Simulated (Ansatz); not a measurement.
# Kick test of a cell of YAlC₄N₄

The cell was found from a structure generator's guess, not taken from experiment.

These are results of DFT PBE, scalar-relativistic, plane waves, PAW in Ansatz 0.2.0, not measurements. Plane waves to 420 eV, a k mesh through Γ of 8×8×6 on the computed 10-atom cell and Gaussian smearing (0.10 eV); no spin polarisation.

The cell below (10 atoms, space group Cmmm (No. 65)) is relaxed within its symmetry.

```
Y Al C N
1.0
     3.78873   -3.89437    0.00000
     3.78873    3.89437    0.00000
     0.00000    0.00000    7.62527
Y Al C N
1 1 4 4
Cartesian
  3.7887 0.0000 3.8126
  0.0000 0.0000 0.0000
  3.7887 2.4970 6.2220
  3.7887 -2.4970 1.4033
  3.7887 2.4970 1.4033
  3.7887 -2.4970 6.2220
  3.7887 1.6652 5.3802
  3.7887 -1.6652 2.2450
  3.7887 1.6652 2.2450
  3.7887 -1.6652 5.3802
```

For the test it was strained at random (σ = 1.5 % a component), the atoms were moved at random (σ = 0.05 Å), and all was relaxed again on a coarse 4×4×4 mesh (in the run’s order of axes) with 0.20 eV smearing, with no symmetry imposed.

No dispersion correction is applied, so the spacing and binding between layers, chains or molecules are poorly described.

Question: What happens?

Answer: It doesn't return. The energy falls by 121 meV/atom on that mesh, the volume changes by -21.7 %, and the end has space group Cm (No. 8) at a loose tolerance. Relaxed again on an 8×8×6 mesh with 0.02 eV smearing, the new structure lies 122 meV/atom below the first (mesh in the axes of the run's cell; the cell below is made exact in the group named). Space group Cm (No. 8), monoclinic, a = 6.938 Å, b = 6.856 Å, c = 7.944 Å, β = 111.1°. Around Y lie 4 N at 2.35–2.42 Å, 2 N at 2.64 Å, 2 C at 2.73 Å, 1 Al at 3.29 Å and 2 C at 3.29 Å; around Al lie 4 C at 1.98–2.00 Å, 4 N at 3.14–3.16 Å and 1 Y at 3.29 Å; around C on its first site lie 1 N at 1.17 Å and 1 Al at 2.00 Å; N on its first site is surrounded by 1 C at 1.17 Å and 1 Y at 2.35 Å; 2 more sites not described.

```yaml
crystal:
  lattice:
    - [3.46914, -3.42784, 0.00000]
    - [3.46914, 3.42784, 0.00000]
    - [-2.86223, 0.00000, 7.41026]
  atoms:
    - { symbol: Y, position: [0.63289, 0.63289, 0.56964] }
    - { symbol: Al, position: [0.95983, 0.95983, 0.99039] }
    - { symbol: C, position: [0.81053, 0.20930, 0.18620] }
    - { symbol: C, position: [0.15837, 0.77966, 0.80498] }
    - { symbol: C, position: [0.77966, 0.15837, 0.80498] }
    - { symbol: C, position: [0.20930, 0.81053, 0.18620] }
    - { symbol: N, position: [0.75602, 0.34113, 0.31745] }
    - { symbol: N, position: [0.19444, 0.65695, 0.66137] }
    - { symbol: N, position: [0.65695, 0.19444, 0.66137] }
    - { symbol: N, position: [0.34113, 0.75602, 0.31745] }
```
